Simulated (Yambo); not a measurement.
Quantum ESPRESSO input (LDA, PseudoDojo standard norm-conserving files, scalar-relativistic) whose wavefunctions are converted with p2y:

```
&CONTROL
  calculation = 'nscf'
  pseudo_dir = './pseudo'
  outdir = './out'
/
&SYSTEM
  ibrav = 0
  nat = 10
  ntyp = 4
  ecutwfc = 84.0
  ecutrho = 336.0
  occupations = 'fixed'
  force_symmorphic = .true.
  nbnd = 217
/
&ELECTRONS
  conv_thr = 1e-08
  diago_full_acc = .true.
  diago_thr_init = 1e-08
/
ATOMIC_SPECIES
O 15.9990 O.upf
Mg 24.3050 Mg.upf
Ba 137.3270 Ba.upf
W 183.8400 W.upf
CELL_PARAMETERS angstrom
  0.000000000000   4.118180000000   4.118180000000
  4.118180000000   0.000000000000   4.118180000000
  4.118180000000   4.118180000000   0.000000000000
ATOMIC_POSITIONS crystal
O   0.761320000000   0.761320000000   0.238680000000
O   0.238680000000   0.238680000000   0.761320000000
O   0.238680000000   0.761320000000   0.761320000000
O   0.761320000000   0.238680000000   0.238680000000
O   0.761320000000   0.238680000000   0.761320000000
O   0.238680000000   0.761320000000   0.238680000000
Mg   0.500000000000   0.500000000000   0.500000000000
Ba   0.750000000000   0.750000000000   0.750000000000
Ba   0.250000000000   0.250000000000   0.250000000000
W   0.000000000000   0.000000000000   0.000000000000
K_POINTS automatic
1 1 1 0 0 0
```

Yambo's initialisation report on symmetry, reciprocal space, the k grid and the gaps on this mesh:

```
  [02.02] Symmetries
  ==================

  Inversion symmetry    : yes
  Spatial inversion     : yes
  Inversion index       :  25
  K-space Time-reversal : no
  Magnetic symmetries   : no
  Group table correct   : yes
  Symmetries units      :  [cc]

  [02.03] Reciprocal space
  ========================

  nG shells         :   689
  nG charge         :   98069
  nG WFs            :  12195
  nC WFs            :  12195
  G-vecs. in first 68 shells:  [ Number ]
     1    9   15   27   51   59   65   89  113
    137   169   181   229   259   283   307   331   339
    387   411   459   531   537   561   609   645   701
    725   749   821   869   893   941   965  1037  1067
   1139  1211  1243  1291  1363  1411  1459  1471  1591
   1639  1687  1759  1807  1837  1893  1917  1989  2085
   2109  2133  2229  2277  2397  2421  2445  2565  2637
   2685  2733  2741  2837  2891
  ...
  Shell energy in first 68 shells:  [ mHa ]
    0.00000      244.446      325.928      651.856      896.301      977.783      1303.71      1548.16      1629.64
    1955.57      2200.01      2607.42      2851.87      2933.35      3259.28      3503.72      3585.21      3911.13
    4155.58      4237.06      4562.99      4807.43      5214.84      5459.29      5540.77      5866.70      6111.15
    6192.63      6518.56      6763.00      6844.48      7170.41      7414.86      7822.27      8066.71      8148.19
    8474.12      8718.57      8800.05      9370.42      9451.91      9777.83      10022.3      10429.7      10674.1
    10755.6      11081.5      11326.0      11407.5      11733.4      11977.8      12059.3      12385.3      12629.7
    13037.1      13281.6      13363.0      13689.0      13933.4      14014.9      14340.8      14585.3      14666.7
    14992.7      15237.1      15644.5      15889.0      15970.5
  ...

  [02.04] K-grid lattice
  ======================

  Compatible Grid is   : 0D
  K lattice UC volume  :  0.263146 [a.u.]

  IBZ K-points                                      :  1
  BZ  K-points                                      :  1

  K/Q-points units:
  rlu = crystal or reduced units; cc = cartesian coordinates; iku = interal k-units

  K [1]          [rlu]:  0.000000  0.000000  0.000000
         WF components:  12195

  [02.05] Energies & Occupations
  ==============================

  [X] === General ===
  [X] Electronic Temperature                        :  0.000000  0.000000 [eV K]
  [X] Bosonic    Temperature                        :  0.000000  0.000000 [eV K]
  [X] Finite Temperature mode                       : no
  [X] El. density                                   :  0.57272E+24 [cm-3]
  [X] Fermi Level                                   :  8.882141 [eV]

  [X] === Gaps and Widths ===
  [X] Conduction Band Min                           :  2.966217 [eV]
  [X] Valence Band Max                              :  0.000000 [eV]
  [X] Filled Bands                                  :   40
  [X] Empty Bands                                   :   41  217
  [X] Direct Gap                                    :  2.966217 [eV]
  [X] Direct Gap localized at k                     :  1
```
The gaps are LDA values on this mesh alone; only operations without fractional translations are kept.

Spin-orbit coupling is not included.

Geometry of the Materials Project entry, not relaxed at this level.
